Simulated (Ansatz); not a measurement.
**Eigenvalues along a path: Ir (bcc type)**

```
CELL_PARAMETERS angstrom
-1.15507 1.15507 1.15507
1.15507 -1.15507 1.15507
1.15507 1.15507 -1.15507
ATOMIC_POSITIONS crystal
Ir 0.00000 0.00000 0.00000
```

The cell comes from a relaxation on PAW files under the same functional, begun from a prototype that needn't be the stable phase.

Computed with Ansatz 0.2.0; functional LDA, scalar-relativistic. Settings: a Γ-centred 20×20×20 k mesh, Fermi–Dirac smearing of 0.08 eV, no spin polarisation. Methods: LAPW: all electrons, basis error target 1 meV/atom.

This run: volume at 0.43 of the series' base cell.

Spin–orbit coupling is left out, which matters for the heavy atoms. The structure type is held throughout; the real material can change phase at far lower pressure.

Path points, in fractions of the reciprocal vectors: Γ (0.000, 0.000, 0.000), H (0.500, -0.500, 0.500), N (0.000, 0.000, 0.500), P (0.250, 0.250, 0.250). The distance column jumps between branches of the path. Levels in eV from the Fermi level; bands 21 to 26, counted from the lowest band of the run. The gap is zero, the pressure 2111 GPa.

```
# k(1/Å) point b21 b22 b23 b24 b25 b26
0.000 Γ -18.87 -12.04 -12.04 -12.04 -3.65 -3.65
0.340 - -17.75 -12.02 -12.02 -11.63 -5.60 -3.00
0.680 - -15.06 -11.73 -11.73 -10.42 -9.48 -1.02
1.020 - -13.45 -12.46 -10.75 -10.75 -8.44 1.93
1.360 - -16.95 -12.08 -8.81 -8.81 -5.77 4.11
1.700 - -19.78 -14.95 -5.87 -5.87 -2.56 6.03
2.040 - -21.85 -19.08 -2.01 -2.01 0.92 9.18
2.380 - -23.11 -22.32 2.43 2.43 4.00 12.60
2.720 H -23.53 -23.53 5.36 5.36 5.36 14.30
2.960 - -23.22 -23.02 3.01 3.57 5.47 14.43
3.201 - -22.32 -21.51 -1.29 -0.04 5.80 14.76
3.441 - -21.00 -19.13 -5.69 -3.77 6.30 15.14
3.681 - -19.64 -16.02 -9.72 -6.71 6.93 15.12
3.922 - -19.09 -13.13 -12.31 -7.77 7.60 13.80
4.162 - -19.78 -15.74 -8.15 -6.46 8.21 10.65
4.403 - -20.77 -17.39 -3.94 -3.73 6.43 8.64
4.643 N -21.19 -17.96 -2.45 -0.40 3.09 8.79
4.883 - -20.94 -17.79 -2.92 -0.82 2.43 7.15
5.124 - -20.20 -17.30 -4.10 -1.73 0.41 3.54
5.364 - -19.05 -16.51 -5.75 -2.63 -2.44 -0.48
5.605 - -17.70 -15.49 -8.08 -4.70 -4.26 -3.28
5.845 - -16.71 -14.34 -10.63 -7.48 -5.62 -3.63
6.085 - -17.09 -13.22 -11.89 -9.95 -5.37 -3.73
6.326 - -18.31 -12.36 -12.04 -11.51 -4.31 -3.69
6.566 Γ -18.87 -12.04 -12.04 -12.04 -3.65 -3.65
6.861 - -18.06 -12.38 -12.38 -11.04 -4.13 -4.13
7.155 - -16.28 -13.37 -13.37 -7.81 -4.59 -4.59
7.450 - -14.54 -14.54 -14.32 -4.25 -4.25 -2.49
7.744 - -15.27 -15.27 -12.28 -3.27 -3.27 4.08
8.038 - -15.19 -15.19 -10.26 -2.00 -2.00 10.75
8.333 - -14.29 -14.29 -8.74 -0.81 -0.81 15.69
8.627 - -12.77 -12.77 -8.75 0.01 0.01 14.98
8.922 P -11.06 -11.06 -11.06 0.29 0.29 13.71
9.216 - -14.53 -9.82 -9.82 0.01 0.01 14.11
9.511 - -17.27 -9.98 -9.98 -0.55 -0.55 14.41
9.805 - -17.87 -12.02 -12.02 -0.59 -0.59 14.70
10.099 - -15.75 -15.18 -15.18 0.10 0.10 15.23
10.394 - -18.43 -18.43 -11.27 1.34 1.34 15.99
10.688 - -21.14 -21.14 -5.22 2.93 2.93 16.62
10.983 - -22.91 -22.91 1.35 4.55 4.55 15.55
11.277 H -23.53 -23.53 5.36 5.36 5.36 14.30
13.633 P -11.06 -11.06 -11.06 0.29 0.29 13.71
13.803 - -12.58 -11.55 -9.37 0.13 0.26 14.00
13.973 - -13.94 -12.89 -7.54 -0.27 0.18 14.82
14.143 - -15.12 -14.71 -5.59 -0.79 0.07 15.27
14.313 - -16.66 -16.11 -3.54 -1.32 -0.06 13.41
14.482 - -18.47 -16.90 -1.79 -1.46 -0.19 11.69
14.652 - -19.93 -17.48 -2.15 -0.30 0.57 10.38
14.822 - -20.87 -17.84 -2.37 -0.37 2.30 9.47
14.992 N -21.19 -17.96 -2.45 -0.40 3.09 8.79
```
